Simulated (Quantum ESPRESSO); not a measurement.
# Moving one atom in Si4O6NF

The results below are calculated, not measured. They come from pw.x of Quantum ESPRESSO 7.5, a plane-wave density functional program, with PseudoDojo standard norm-conserving files (v0.5 for PBE, v0.4.1 for LDA and PBEsol). The cells are made up: elements, strain and atom displacements were drawn at random, and nothing was relaxed. There is no spin polarisation, spin-orbit coupling or dispersion term.

The cell has 12 sites of a rutile lattice (two cells along c). Sites 1 to 4 hold Si Si Si Si; sites 5 to 12 hold O O N O F O O O. Cell vectors in Å: (4.341, 0.000, 0.000); (0.000, 4.341, 0.000); (0.000, 0.000, 5.521). Settings: PBE, cutoff 1143 eV, 5 x 5 x 4 k mesh shifted by half a step, Fermi-Dirac smearing of 0.025 eV.

Each run shifts the Si atom on site 3 along z and leaves all else fixed. Site 8 is one of its nearest neighbours. E is the free energy of the cell above the lowest run shown. The last column is band 33 less band 32 at Gamma, from a band step after each run.

| run | shift (Å) | Fz on site 3 (eV/Å) | Fz on site 8 (eV/Å) | P (GPa) | E (meV) | level step at Gamma (eV) |
| --- | --- | --- | --- | --- | --- | --- |
| 1 | -0.1583 | 3.726 | 0.183 | -8.12 | 195.5 | 1.857 |
| 2 | -0.0778 | 1.182 | 0.954 | -9.68 | 0.0 | 1.659 |
| 3 | 0.0176 | -1.519 | 1.545 | -10.50 | 18.1 | 1.414 |
| 4 | 0.0438 | -2.227 | 1.653 | -10.53 | 67.2 | 1.346 |
| 5 | 0.0681 | -2.878 | 1.735 | -10.49 | 129.2 | 1.282 |
| 7 | 0.1576 | -5.290 | 1.894 | -9.74 | 494.2 | 1.051 |
| 6 | 0.0889 | ? | ? | ? | ? | ? |

A rerun of one of these cells at 1437 eV and k mesh 7 x 7 x 6 moved values by no more than 0.003 eV in the cell's energy, 0.04 GPa in stress and 0.003 eV/Å in force.

## Worked fit

A parabola through the six runs shown gives Fz on site 3 = -1.021 - 28.38 u + 9.1 u² eV/Å, with u in Å and a scatter of 0.046 eV/Å. Minus the slope, 28.38 ± 0.87 eV/Å², is this atom's force constant along z at u = 0, with its periodic images moving too. The fitted force vanishes at u = -0.036 Å, where the energy should be lowest along this line. The error is the larger of the fit's own and the change that a cubic makes, rounded up.

## Withheld run

Question: what Fz on site 3 should run 6 give?

The fit gives -3.472 eV/Å. The calculation gave -3.434 eV/Å.

| run | shift (Å) | Fz on site 3 (eV/Å) | Fz on site 8 (eV/Å) | P (GPa) | E (meV) | level step at Gamma (eV) |
| --- | --- | --- | --- | --- | --- | --- |
| 6 | 0.0889 | -3.434 | 1.791 | -10.40 | 194.8 | 1.227 |